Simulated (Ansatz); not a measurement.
# BaCu3 in the AuCu3-type structure

The computed numbers are results of PBEsol, scalar-relativistic (no spin polarisation) in the plane-wave PAW code Ansatz at 420 eV, 8×8×8 k-mesh, Gaussian smearing of 0.05 eV. The datasets are Ansatz's generated set soft_2.

```
CELL_PARAMETERS angstrom
4.30900 0.00000 0.00000
0.00000 4.30900 0.00000
0.00000 0.00000 4.30900
ATOMIC_POSITIONS crystal
Ba 0.00000 0.00000 0.00000
Cu 0.00000 0.50000 0.50000
Cu 0.50000 0.50000 0.00000
Cu 0.50000 0.00000 0.50000
```

The structure was built from a prototype; whether the compound forms in it isn't claimed.

The cell is relaxed to zero pressure at this level.

The cell has space group Pm-3m (read at 0.01 Å). In it the stress is 0.04, 0.04, 0.04, 0.00, 0.00, 0.00 GPa and the largest force component 0.000 eV/Å. Each change below starts from this cell, without further relaxation. Stress is in GPa, positive in compression, in the order xx, yy, zz, yz, xz, xy; energies are counted from the cell above and are free energies with the smearing's entropy, which match forces and stress in a metal.

Q: One atom was moved along a Cartesian axis, and these forces appeared. Which atom, and about how far?
```tsv
atom	Fx (eV/Å)	Fy	Fz
Ba1	0.000	0.365	0.000
Cu2	0.000	0.017	0.000
Cu3	0.000	-0.297	0.000
Cu4	0.000	-0.084	0.000
```

A: Atom 3 (Cu) is moved by 0.12 Å along y; the energy changes by 17.9 meV per cell.

Q: What stress follows from an engineering strain of 2 % in yy, atoms carried along?

A: -0.77, -0.86, -0.77, 0.00, 0.00, 0.00 GPa; the energy changes by 4.2 meV per cell.
The change of the stress over the strain gives a clamped-atom stiffness of about 45 GPa for this component, a secant value that lies under the elastic constant in tension and over it in compression, by several per cent for each per cent of strain.
In a harmonic crystal the energy would rise by V(½Cε² − σ₀ε), with σ₀ the stress of the unstrained cell, = 4.1 meV, close to the run's value; the rest has the sign of the anharmonic part, which a secant stiffness overstates.

Spin–orbit coupling, which matters for such heavy elements, is left out.
